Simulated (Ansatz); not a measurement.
## Energy landscape of BaF$_{2}$

5 relaxations of BaF2 ended in 4 distinct structures. These are PBEsol (plane waves to 420 eV, PAW, scalar-relativistic; Ansatz, a program for electronic structure) values and carry that method's errors.

| # | space group | Pearson | type | E − E(lowest) (eV/atom) | V (Å³/atom) | gap (eV, no SOC) | coordination | runs ending here |
|---|---|---|---|---|---|---|---|---|
| 1 | Fm-3m | cF12 | fluorite type | 0.000 | 19.27 | 6.83 | Ba 8 (cubic), F 4 (tetrahedral) | 1 |
| 2 | Pnma | oP12 | – | 0.032 | 17.46 | 7.06 | – | 1 |
| 3 | P6₃/mmc | hP6 | – | 0.117 | 16.43 | 5.98 | – | 1 |
| 4 | Pmc2₁ | oP6 | – | 0.198 | 20.42 | 5.91 | – | 2 |

Coordination numbers (neighbours up to the widest gap in distance over summed covalent radii, below 1.35; n+m marks a second, longer set; metal–metal contacts left out). Fm-3m, cF12, fluorite type is the lowest of the structures calculated here.

Space group Fm-3m (No. 225); a = b = c = 6.137 Å, α = β = γ = 90.00°

| atom | site | symmetry | x | y | z |
|---|---|---|---|---|---|
| Ba | 4a | m-3m | 0.0000 | 0.0000 | 0.0000 |
| F | 8c | -43m | 0.2500 | 0.2500 | 0.2500 |
(The calculation used a cell of 3 atoms; values per cell refer to that cell.)

Each run could gain symmetry but not lose that of its start, so entries can be saddle points. From databases, or of a type measured for this composition: Fm-3m, cF12, fluorite type; Pnma, oP12; P6₃/mmc, hP6; the others are generated cells (placed on structure types, drawn at random, substituted or restacked) that were not matched to a known phase here. Static energies at zero pressure. No spin polarisation in the result. Gaps of cells over 8 atoms come from the SCF mesh and high-symmetry points alone.
